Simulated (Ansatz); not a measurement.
Ansatz input file:

```yaml
crystal:
  lattice:
    - [-1.726539, 1.775547, 2.338342]
    - [1.726539, -1.775547, 2.338342]
    - [1.726539, 1.775547, -2.338342]
  atoms:
    - { symbol: Sn, position: [0.0, 0.0, 0.0] }
basis:
  ecutwfc: 500
kpoints:
  mp_grid: { grid: [8, 8, 8] }
hamiltonian:
  xc: r2scan
scf:
  occupations: { method: gaussian, width: 0.1 }
output:
  forces: true
  stress: true
  eigenvalues: true
```

Run as
```bash
ansatz run input.yaml --threads 1 --pin off --max-ram 2560MiB --backend cpu --events-out ev --progress --plain --runs-dir out
```

Level of theory: Ansatz 0.2.0, DFT r2SCAN, scalar-relativistic, plane waves, PAW.

Part of what the program printed, abridged (iterations and final results):

```
SCF iter   1: F=—  HF=-6038.397695 eV  |F-HF|=—  |Δ(HF+E_count)|=         —  Δρ=4.42e-3  dr2=2.81e-3  dr2_τ=1.12e-4  ethr=1.77e-3  ⟨swp⟩=5.0  Hψ=6163  notcnv=0
SCF iter   2: F=—  HF=-6038.401757 eV  |F-HF|=—  |Δ(HF+E_count)|=   4.06e-3  Δρ=2.37e-3  dr2=9.76e-4  dr2_τ=2.09e-5  ethr=2.01e-5  ⟨swp⟩=3.0  Hψ=2766  notcnv=0  defer=18
SCF iter   3: F=—  HF=-6038.402445 eV  |F-HF|=—  |Δ(HF+E_count)|=   6.88e-4  Δρ=4.04e-4  dr2=4.10e-5  dr2_τ=1.32e-6  ethr=6.97e-6  ⟨swp⟩=2.0  Hψ=1212  notcnv=0  defer=18
SCF iter   4: F=—  HF=-6038.402477 eV  |F-HF|=—  |Δ(HF+E_count)|=   3.27e-5  Δρ=8.80e-5  dr2=1.28e-6  dr2_τ=1.79e-8  ethr=2.93e-7  ⟨swp⟩=2.1  Hψ=1551  notcnv=0  defer=18
SCF iter   5: F=-6038.402479 eV  HF=-6038.402479 eV  |F-HF|=1.02e-7  |Δ(HF+E_count)|=   1.15e-6  Δρ=1.48e-5  dr2=8.47e-8  dr2_τ=8.37e-10  ethr=9.12e-9  ⟨swp⟩=2.0  Hψ=1657  notcnv=0  defer=18
SCF iter   6: F=-6038.402479 eV  HF=-6038.402479 eV  |F-HF|=3.11e-9  |Δ(HF+E_count)|=   1.23e-7  Δρ=2.44e-6  dr2=1.76e-9  dr2_τ=3.12e-11  ethr=6.05e-10  ⟨swp⟩=4.0  Hψ=3930  notcnv=0
SCF 1 converged in 6 iterations: F = -6038.402479 eV  dr2 = 1.76e-9
SCF converged after 6 iterations
Free energy (F): -6038.402479 eV
Harris-Foulkes:  -6038.402479 eV  (|F-HF|=3.11e-9)
Internal energy: -6038.399962 eV  (E = F + TS)
E sigma→0 (E₀):  -6038.401221 eV
Entropy (-TS):   -0.002516 eV (-2.516 meV/atom)
Fermi energy:    10.157726 eV
--- Per-component energies (eV) ---
  E_band       = -100.229262
  E_kinetic    = 184.913991
  E_local      = -861.117521  (includes V_loc(G=0)·N_el)
  E_nonlocal   = -33.269557
  E_hartree    = 533.833330
  E_xc         = -374.750197
  E_vxc        = -104.600892  (∫ρ·V_xc dr)
  E_paw        = -4157.226594  (= ΣΔE_a)
  E_vpaw       = -360.598120  (= ΣTr[D̂ρ^β])
  E_aug_tail   =  0.000000  (compensation charges beyond the density's cutoff)
  E_vtau       = 6.777027  (kinetic-family band-sum trace: ∫τ·v_τ [+ j·A + Jᵃ·Aᵃ] dr)
  E_ewald      = -1331.518734
  E_core_change = 0.735320  (= ΣΔE_core)
  E_smearing   = -0.002516  (= −TS)
--- Forces (eV/Å), atoms counted from 1 ---
  atom   1  Sn     0.00000000     0.00000000     0.00000000
--- Stress (GPa, compression-positive) ---
       -2.201245       0.000000       0.000000
        0.000000      -1.472560       0.000000
        0.000000       0.000000      -3.254915
  P = ⅓ Tr σ = -2.3096 GPa (-23.096 kbar)
--- Band table (eV; the first three rows and the last of 95) ---
  k-point 0: bands = ["-12.2511", "-12.2381", "-12.2124", "-12.1823", "-12.1483", "-1.2514", "17.5508", "17.6965", "18.1450", "21.3499", "21.6903"]
  k-point 1: bands = ["-12.2561", "-12.2180", "-12.1953", "-12.1877", "-12.1453", "-0.8322", "16.1284", "16.1667", "16.5660", "19.2580", "21.5265"]
  k-point 2: bands = ["-12.2814", "-12.2138", "-12.1553", "-12.1512", "-12.1292", "0.4253", "13.0442", "14.0728", "14.4287", "17.5583", "18.2119"]
  k-point 94: bands = ["-12.3042", "-12.2608", "-12.1005", "-12.0707", "-12.0692", "5.5930", "6.7275", "11.3271", "12.0163", "15.1710", "15.8284"]
```

The calculation finished and met its thresholds.

The run took 2.1 s on 1 thread of Intel(R) Xeon(R) Platinum 8488C (Sapphire Rapids), on a shared host, peak memory 0.44 GiB.

The k mesh is coarse.